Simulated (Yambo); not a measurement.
G0W0@LDA for Ba₂H₃I (space group P-3m1, No. 164) in Yambo. Reference settings: 3×3×2 Γ-centred k mesh, 256 bands and a 8 Ry block in the screening, 256 bands in G with the Bruneval-Gonze terminator, plasmon pole fitted at 27.2 eV. The LDA gap A → (0, 0.333, -0.5) on this mesh is 2.31 eV; G0W0 gaps are taken between the same points.

| change from the reference | G0W0 gap A → (0, 0.333, -0.5) (eV) | shift of the valence edge (eV) |
|---|---|---|
| reference settings | 3.87 | -1.02 |
| 135 bands in W, 135 bands in G | 3.84 | -0.88 |
| 86 bands in W, 86 bands in G | 3.79 | -0.68 |
| 135 bands in W, 135 bands in G, 5 Ry block | 3.78 | -0.80 |
| wavefunctions cut at 30 Ry | 3.87 | -1.02 |
| 135 bands in W, 135 bands in G, 2 Ry block | 3.63 | -0.60 |
| 195 bands in W, 195 bands in G, 6 Ry block | 3.82 | -0.93 |
| 195 bands in W, 195 bands in G, 3 Ry block | (withheld) | -0.74 |

Q: Estimate the withheld gaps from the other rows; the computed values follow.

A: 
- 195 bands in W, 195 bands in G, 3 Ry block, G0W0 gap A → (0, 0.333, -0.5) (eV): 3.65

The reference isn't shown to be the converged limit. The mesh misses a band edge: along a dense path the LDA gap is 2.02 eV against 2.31 eV on the mesh.

Spin-orbit coupling is not included.

Geometry of the Materials Project entry, not relaxed at this level; primitive cell a = 4.536 Å, b = 4.536 Å, c = 8.120 Å, α = 90.00°, β = 90.00°, γ = 120.00°.

The structure is a Materials Project entry; no match was found in the copy of COD used, and its stability was not checked.

A shift is the quasiparticle energy of the state minus its LDA energy.
